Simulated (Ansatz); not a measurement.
Co2Si (Co2Si type, space group Pnma)

```xyz
12
Lattice="4.8833 0.0000 0.0000 0.0000 3.7111 0.0000 0.0000 0.0000 7.0417" Properties=species:S:1:pos:R:3 pbc="T T T"
Co     2.6193     0.9278     5.5104
Co     0.1777     0.9278     5.0522
Co     2.2640     2.7833     1.5313
Co     4.7056     2.7833     1.9895
Co     0.8462     0.9278     0.4551
Co     3.2878     0.9278     3.0657
Co     4.0371     2.7833     6.5866
Co     1.5955     2.7833     3.9760
Si     3.4310     0.9278     0.7445
Si     0.9893     0.9278     2.7763
Si     1.4523     2.7833     6.2972
Si     3.8940     2.7833     4.2654
```

The slice is a (001) plane (indices of the conventional cell) through the point (0.673, 0.250, 0.435) (fractional), spanned by u = [010] and v = [100] in vectors of this cell: u (3.71 Å) and v (4.88 Å, at 90° to u). It covers one period; positions are fractions (u, v).

Method: PBE (plane waves to 420 eV, PAW, scalar-relativistic; Ansatz, a program for electronic structure). k mesh 8×10×6. These are valence fields of a PAW run, semicore shells included where kept as valence: close to a nucleus they are smooth pseudo fields. Co2Si was relaxed with its symmetry unable to fall. Relaxed Co2Si ends ferromagnetic. Other magnetic orders were not checked, so this need not be the ground state.

Three fields on this plane, each scaled to ten steps between its own extremes (0 low, 9 high; the total valence density on a logarithmic scale, the potential cut 8 eV below its top; x marks points blanked near nuclei; v = 0 in the bottom row):

Map A
```
|xxxxx621000126xxxx|
|xxxxx410000014xxxx|
|xxxx62100000126xxx|
|xxx7421111111247xx|
|997532223432223579|
|776543456665434567|
|xx765557xxx755567x|
|xxxx6668xxx8666xxx|
|xxxxx778xxx877xxxx|
|xxxxx777xxx777xxxx|
|xxxxx766666667xxxx|
|xxxxx654444456xxxx|
|xxxxx543333345xxxx|
|xxxx54333333345xxx|
|xxx5433344433345xx|
|x44322345554322344|
|332222346664322223|
|332222356765322223|
|765333456765433356|
|xxx7544566654457xx|
|xxxx75445554457xxx|
|xxxxx644444446xxxx|
|xxxxx743222347xxxx|
|xxxxx732111237xxxx|
```

Map B
```
|xxxxx322222223xxxx|
|xxxxx322222223xxxx|
|xxxx72222222237xxx|
|xxx7311222221137xx|
|233211122222111233|
|110001232223210001|
|xx000234xxx432000x|
|xxxx1245xxx5421xxx|
|xxxxx246xxx642xxxx|
|xxxxx246xxx642xxxx|
|xxxxx124555421xxxx|
|xxxxx111222111xxxx|
|xxxxx011111110xxxx|
|xxxx01223332110xxx|
|xxx0123467643210xx|
|x00112469996421100|
|011112479997421111|
|111112356765321111|
|223200133333100232|
|xxx6200111110026xx|
|xxxx50000100005xxx|
|xxxxx200111002xxxx|
|xxxxx211121112xxxx|
|xxxxx222222222xxxx|
```

Map C
```
|xxxxx023333320xxxx|
|xxxxx022222220xxxx|
|xxxx01222222210xxx|
|xxx0133211123310xx|
|222344211011244322|
|777764200000246777|
|xx997520xxx015799x|
|xxxx9520xxx0259xxx|
|xxxxx620xxx026xxxx|
|xxxxx841xxx148xxxx|
|xxxxx852000258xxxx|
|xxxxx863222368xxxx|
|xxxxx864333468xxxx|
|xxxx86432223468xxx|
|xxx8653211123568xx|
|x77653211111235677|
|555443211111234455|
|223333322222333332|
|000134444444443100|
|xxx0246666666420xx|
|xxxx13667776631xxx|
|xxxxx256666652xxxx|
|xxxxx135555531xxxx|
|xxxxx024444420xxxx|
```

Question: Assign the maps to these fields: electron localisation function (ELF); valence electron density; spin density, up minus down.

Answer: A is the valence electron density; B is the spin density, up minus down; C is the electron localisation function (ELF).
